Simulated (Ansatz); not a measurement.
A distorted cell of Sc (hcp, Mg type):

```
Sc
1.0
    3.37177     0.00000     0.00000
   -1.68589     2.92004     0.00000
    0.00000     0.00000     5.24777
Sc
2
Direct
  0.33333   0.66667   0.75000
  0.66667   0.33333   0.25000
```

Method: PBE (plane waves to 420 eV, PAW, scalar-relativistic; Ansatz, a first-principles code). k mesh 16×16×9 (Γ-centred), Fermi-Dirac smearing 0.05 eV. The energy includes the smearing's −TS. Stress and pressure are positive under compression. Sc is run without spin polarisation. Sc was relaxed with its symmetry unable to fall. The PAW data are Ansatz's earlier set.

Question: What is the stress tensor (GPa)?

Answer: 
```
   -2.4      0.0      0.0
    0.0     -2.4      0.0
    0.0      0.0     -2.3
```
The pressure, a third of the trace, is -2.4 GPa.

Question: It is the relaxed cell scaled evenly to V/V₀ = 1.048, atoms relaxed where free. What is its energy relative to the relaxed cell?

Answer: 9 meV/atom.

(A scan under strain: stresses follow from slopes of the energy per volume, elastic moduli from its curvatures.)
